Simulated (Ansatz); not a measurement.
Ta₂N:
```cif
data_N3Ta6
_chemical_formula_sum 'Ta6 N3'
_space_group_name_H-M_alt 'P 1'
_space_group_IT_number 1
_cell_length_a 5.29133
_cell_length_b 5.29133
_cell_length_c 4.93093
_cell_angle_alpha 90.000
_cell_angle_beta 90.000
_cell_angle_gamma 120.000
loop_
_space_group_symop_operation_xyz
  'x, y, z'
loop_
_atom_site_label
_atom_site_type_symbol
_atom_site_fract_x
_atom_site_fract_y
_atom_site_fract_z
_atom_site_occupancy
Ta1 Ta 0.66699 0.66699 0.75315 1
Ta2 Ta 0.33301 0.33301 0.24685 1
Ta3 Ta 0.33301 0.00000 0.75315 1
Ta4 Ta 0.66699 0.00000 0.24685 1
Ta5 Ta 0.00000 0.33301 0.75315 1
Ta6 Ta 0.00000 0.66699 0.24685 1
N1 N 0.66667 0.33333 0.50000 1
N2 N 0.33333 0.66667 0.50000 1
N3 N 0.00000 0.00000 0.00000 1
```

Relaxed with r²SCAN.

Question: Tabulate the valence density and the electron localisation function along the shortest Ta–N contact (2.14 Å), DFT-r²SCAN in the program Ansatz with PAW potentials.

Answer: 

| distance from Ta (Å) | density (e/Å³) | ELF |
|---|---|---|
| 0.21 | 4.10 | 0.18 |
| 0.32 | 4.75 | 0.47 |
| 0.43 | 4.79 | 0.68 |
| 0.54 | 4.15 | 0.76 |
| 0.64 | 3.09 | 0.75 |
| 0.75 | 2.00 | 0.64 |
| 0.86 | 1.20 | 0.41 |
| 0.96 | 0.78 | 0.22 |
| 1.07 | 0.63 | 0.19 |
| 1.18 | 0.65 | 0.33 |
| 1.28 | 0.80 | 0.59 |
| 1.39 | 1.07 | 0.76 |
| 1.50 | 1.49 | 0.81 |
| 1.61 | 2.13 | 0.78 |
| 1.71 | 2.85 | 0.67 |
| 1.82 | 3.34 | 0.45 |
| 1.93 | 3.46 | 0.19 |

The density is the valence pseudo-density with augmentation charge, so density and ELF within about 1 Å of a nucleus are not all-electron values.

Space group P-31m. The first step of the workflow began from a Materials Project structure, measured or hypothetical; the Crystallography Open Database copy checked does not list it. Whether it is the stable phase at ambient conditions was not checked. The cell was relaxed with r²SCAN under the symmetry of its start; its stability against distortions is not shown here. The run is not spin-polarised. Spin–orbit coupling is left out wherever it is not named.

Potentials: the earlier of the program's two PAW sets. The files were generated under PBE; for other functionals the program regenerates the frozen cores, and for LDA and PBEsol the local potential too.
